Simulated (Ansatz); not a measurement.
With plane-wave PAW LDA (Ansatz code), MoS₂ in the trigonal phase (R3m; Mo on 3a, S on 3a, S on 3a) relaxes to a = 3.126 Å, c = 17.974 Å. Mo has 6 nearest neighbours from 2.38 Å (trigonal prismatic); S on 3a has 3 nearest neighbours from 2.38 Å (trigonal pyramidal); S on 3a has 3 nearest neighbours from 2.38 Å (trigonal pyramidal). Against the elements it lies at -98 kJ/mol of atoms, with no fitted shifts.

It is gapped at this level: 0.70 eV (indirect). Electrons at the band edge weigh 0.46, 0.58, 0.73 mₑ (principal values). The hole mass is 0.62, 0.62, 0.93 mₑ (principal values).

Perturbation theory gives ε∞ = 15.7 (xx = yy), 7.74 (zz). Letting the ions move raises it to ε0 = 15.9 (xx = yy), 7.84 (zz). Born charges are Mo -1.05, S +0.49 to +0.56 e. Without the LO–TO term the highest mode at Γ lies at 470 cm⁻¹.

The cell was relaxed with LDA under the symmetry of its start. The run is not spin-polarised. A crystal of weakly bound layers computed without a dispersion correction: the cell and the soft elastic constants depend strongly on that. The references are the lowest solids computed at this level, not always the standard phases. Spin–orbit coupling is left out wherever it is not named.

Potentials: the later of the program's two PAW sets.
